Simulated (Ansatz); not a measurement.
A relaxed structure of ZnSiP₂ is spoiled in several ways and relaxed again each time (noise and exchanges are one random draw each; squeezed and stretched starts keep its symmetry, which their runs cannot lower; pressure is positive under compression). The numbers are results of PBE (plane waves to 420 eV, PAW, scalar-relativistic; Ansatz, a first-principles code), not measurements.

Space group I-42d (No. 122); a = 5.419 Å, b = 5.419 Å, c = 10.539 Å, α = 90.00°, β = 90.00°, γ = 90.00°

```tsv
atom	site	symmetry	x	y	z
Zn	4a	-4..	0.0000	0.0000	0.0000
Si	4b	-4..	0.0000	0.0000	0.5000
P	8d	.2.	0.2500	0.2327	0.3750
```
(The calculation used a cell of 8 atoms; values per cell refer to that cell.)

**Question.** One start gave a first pressure of +66.4 GPa, a largest first force of 1.26 eV/Å and released 0.88 eV/atom. Which change was it?
A. with one Zn and one P atom exchanged in a cell of 8 atoms
B. squeezed uniformly to 70 % of its volume
C. with every coordinate shifted by Gaussian noise of σ = 0.45 Å

**Answer.** B, squeezed uniformly to 70 % of its volume. All starts:

```csv
change,first pressure (GPa),largest first force (eV/Å),released (eV/atom),moves,outcome,final group,E − E(parent) (eV/atom)
with every coordinate shifted by Gaussian noise of σ = 0.45 Å,21.5,11.25,1.41,8,returns to the parent,I-42d,0.000
squeezed uniformly to 70 % of its volume,66.4,1.26,0.88,8,returns to the parent,I-42d,0.000
with one Zn and one P atom exchanged in a cell of 8 atoms,1.9,1.10,0.16,21,trapped higher,P1,+0.230
```

First-step values come from each run's starting, coarser k-mesh (5×5×6, 7×7×7). Each cell has its own k-point mesh; energy differences are given only to the digits this allows. No spin polarisation in the result.
